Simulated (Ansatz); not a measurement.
**Electric field gradients in Sc$_{2}$Al**

All numbers below come from DFT LDA, scalar-relativistic, plane waves, PAW in Ansatz 0.2.0. Plane waves to 420 eV; Γ-centred k mesh 12×12×6; Fermi-Dirac smearing of 0.15 eV. No spin polarisation.

The cell, relaxed at this level:
```
CELL_PARAMETERS angstrom
4.79528 0.00000 0.00000
-2.39764 4.15283 0.00000
0.00000 0.00000 6.01320
ATOMIC_POSITIONS crystal
Sc 0.00000 0.00000 0.00000
Sc 0.00000 0.00000 0.50000
Sc 0.33333 0.66667 0.75000
Sc 0.66667 0.33333 0.25000
Al 0.33333 0.66667 0.25000
Al 0.66667 0.33333 0.75000
```

In a metal these results depend on the k mesh and the smearing.

Question: Give V_zz (10²¹ V/m²) and the asymmetry η at each distinct site.

Answer:
| atom | V_zz | η |
| --- | --- | --- |
| Sc (atom 1) | -1.36 | 0.00 |
| Sc (atom 3) | 0.341 | 0.00 |
| Al (atom 5) | 0.761 | 0.00 |

Whether Sc2Al exists in this form wasn't checked.

Cost: 1 run of about 0.31 core-minutes, on Intel Xeon Platinum 8259CL (Skylake/Cascade Lake) (shared hosts).